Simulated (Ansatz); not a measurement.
**ZrVH$_{6}$ in Ansatz, settings compared**

input.yaml:

```yaml
crystal:
  lattice:
    - [0.0, 3.701007, 3.701007]
    - [3.701007, 0.0, 3.701007]
    - [3.701007, 3.701007, 0.0]
  atoms:
    - { symbol: H, position: [0.24575, 0.75425, 0.24575] }
    - { symbol: H, position: [0.24575, 0.75425, 0.75425] }
    - { symbol: H, position: [0.75425, 0.24575, 0.75425] }
    - { symbol: H, position: [0.75425, 0.24575, 0.24575] }
    - { symbol: H, position: [0.24575, 0.24575, 0.75425] }
    - { symbol: H, position: [0.75425, 0.75425, 0.24575] }
    - { symbol: Zr, position: [0.0, 0.0, 0.0] }
    - { symbol: V, position: [0.5, 0.5, 0.5] }
  symmetry: { tolerance: 0.0003 }
kpoints:
  mp_grid: { grid: [4, 4, 4], shift: [0, 0, 0] }
magnetization:
  spin_polarized: false
scf:
  occupations: { method: gaussian, width: 0.228 }
hamiltonian:
  pseudopotentials: { kind: paw }
  xc: r2scan
basis:
  ecutwfc: 500
output:
  forces: true
  stress: true
  eigenvalues: true
  write_density: true
  write_potential: true
  elf: true
  volumetric_format: npy
```

Run with:

```bash
ansatz run input.yaml --threads 1 --pin off --max-ram 2560MiB --backend cpu --events-out ev --progress --plain --runs-dir out
```

Origin of the cell: a known structure type with other elements, at an estimated volume, so it need not be a known compound.

Output of this run (shortened):

```
Pseudopotentials: kind: paw
Pseudopotential: H, paw, valence charge 1, recommended cutoff 500 eV (meta_gga), H.paw.azcp
Pseudopotential: Zr, paw, valence charge 12, recommended cutoff 500 eV (meta_gga), Zr.paw.azcp
Pseudopotential: V, paw, valence charge 13, recommended cutoff 500 eV (meta_gga), V.paw.azcp
Functional definition: r2SCAN
  exchange = r2scan_x(k0 = k0, k1 = k1, a1 = a1)
  correlation = r2scan_c
Crystal: 8 atoms, lattice volume = 101.389 Å³
Basis set: ecut = 500 eV, 2637 PW (Γ), exchange–correlation on 160×160×160 points (64 copies of the dense FFT grid, shifted against one another)
Bands: 24, of which v1, the nominal top of the filled ones, is band 16 counted from 1 (15 counted from 0)
Symmetry: 48 space group operations
[… 10 lines left out …]
Initial density: superposition of atomic densities (neutral atoms: chi_scale 0, normalization atom), corrected by the library's trained network
Functional: x = r2scan, c = r2scan; τ floored in thin density (d = 2e-4 eV/Å³)
SCF iter   1: F=—  HF=-7204.969609 eV  Δρ=1.28e-2  dr2=2.22e-1  dr2_τ=4.85e-2
SCF iter   2: F=—  HF=-7204.895300 eV  Δρ=5.17e-3  dr2=2.52e-2  dr2_τ=2.39e-3  defer=12
SCF iter   3: F=—  HF=-7204.894661 eV  Δρ=1.64e-3  dr2=5.30e-3  dr2_τ=2.60e-4  defer=12
SCF iter   4: F=—  HF=-7204.894913 eV  Δρ=1.02e-3  dr2=1.34e-3  dr2_τ=3.99e-5  defer=12
SCF iter   5: F=—  HF=-7204.894809 eV  Δρ=3.14e-4  dr2=1.65e-4  dr2_τ=6.29e-6  defer=12
SCF iter   6: F=—  HF=-7204.894804 eV  Δρ=4.10e-5  dr2=3.03e-6  dr2_τ=5.22e-7  defer=12
SCF iter   7: F=—  HF=-7204.894793 eV  Δρ=1.46e-5  dr2=2.62e-7  dr2_τ=1.58e-8  defer=12
SCF iter   8: F=-7204.894793 eV  HF=-7204.894793 eV  Δρ=7.06e-6  dr2=7.28e-8  dr2_τ=2.74e-9
SCF 1 converged in 8 iterations: F = -7204.894793 eV  dr2 = 7.28e-8
SCF converged after 8 iterations
Free energy (F): -7204.894793 eV
Harris-Foulkes:  -7204.894793 eV  (|F-HF|=6.57e-8)
Internal energy: -7204.679605 eV  (E = F + TS)
E sigma→0 (E₀):  -7204.787199 eV
Entropy (-TS):   -0.215188 eV (-26.898 meV/atom)
Fermi energy:    3.834494 eV
--- Per-component energies (eV) ---
  E_band       = -586.978686
  E_kinetic    = 745.990799
  E_local      = -2876.216336  (includes V_loc(G=0)·N_el)
  E_nonlocal   = 41.529138
  E_hartree    = 1113.598335
  E_xc         = -333.633673
  E_vxc        = -465.927088  (∫ρ·V_xc dr)
  E_paw        = -4094.022119  (= ΣΔE_a)
  E_vpaw       = -287.212783  (= ΣTr[D̂ρ^β])
  E_aug_tail   = -0.002388  (compensation charges beyond the density's cutoff)
  E_vtau       = 27.658169  (kinetic-family band-sum trace: ∫τ·v_τ [+ j·A + Jᵃ·Aᵃ] dr)
  E_ewald      = -1801.492838
  E_core_change = -0.430523  (= ΣΔE_core)
  E_smearing   = -0.215188  (= −TS)
  Σ components = -7204.894793   (vs F -7204.894793, Δ=0.00e0)
--- Forces (eV/Å), atoms counted from 1 ---
  atom   1  H     -0.000000     2.276159    -0.000000
[… 2 lines left out …]
  atom   4  H      2.276159     0.000000     0.000000
  atom   5  H      0.000000     0.000000     2.276159
  atom   6  H     -0.000000     0.000000    -2.276159
  atom   7  Zr    -0.000000     0.000000    -0.000000
  atom   8  V      0.000000    -0.000000    -0.000000
  max |Σ_I F_I| component: 8.88e-16 eV/Å
--- Stress (GPa, compression-positive) ---
       -0.106980       0.000000       0.000000
        0.000000      -0.106980      -0.000000
        0.000000      -0.000000      -0.106980
  P = ⅓ Tr σ = -0.1070 GPa (-1.070 kbar)
```

The same input was run again with these changes:

1. `hamiltonian.pseudopotentials` { kind: paw } → { kind: nc, accuracy: standard }; `scf.occupations.width` 0.228 → 0.001
2. `scf.n_extra_bands` default → 1; `kpoints.mp_grid.grid` [4, 4, 4] → [6, 6, 6]; `hamiltonian.hubbard` default → { sites: [{ species: Zr, l: d, u_eff: 8.0 }], double_counting: fll }
3. `kpoints.mp_grid.grid` [4, 4, 4] → [3, 3, 3]
4. `hamiltonian.dispersion` default → d4; `scf.mixing.preconditioner` default → resta; `hamiltonian.xc` r2scan → revpbe

```
 run        end  SCF iterations  P (GPa)  max force component (eV/Å)  moment (μB)  ΔE(σ→0) (meV/atom)
base  converged               8    -0.11                       2.276            –                   0
   1  converged              15    -3.49                       2.580            –                   –
   2  converged              11     4.38                       1.952            –                   –
   3  converged               9     0.03                       2.268            –                4.42
   4  converged               9    -0.80                       2.157            –                   –
```

Energies are compared only where functional, datasets, charge and starting cell are the same.

Not properties of the system: run 3 (too coarse or loose: `kpoints.mp_grid.grid` = [3, 3, 3]).

Caveats of the base run: no spin polarisation, so a magnetic state may lie lower; the k mesh is coarse if the cell is a metal; wide smearing.

Run 1: the cutoff lies below the datasets' advice; the norm-conserving files were made for PBE, not for this functional.
Run 4: forces of this functional can be a tenth off on datasets made under PBE.

The base run ran for 3.1 s of wall time on 1 CPU thread(s) of a shared host, from the program's own first density.
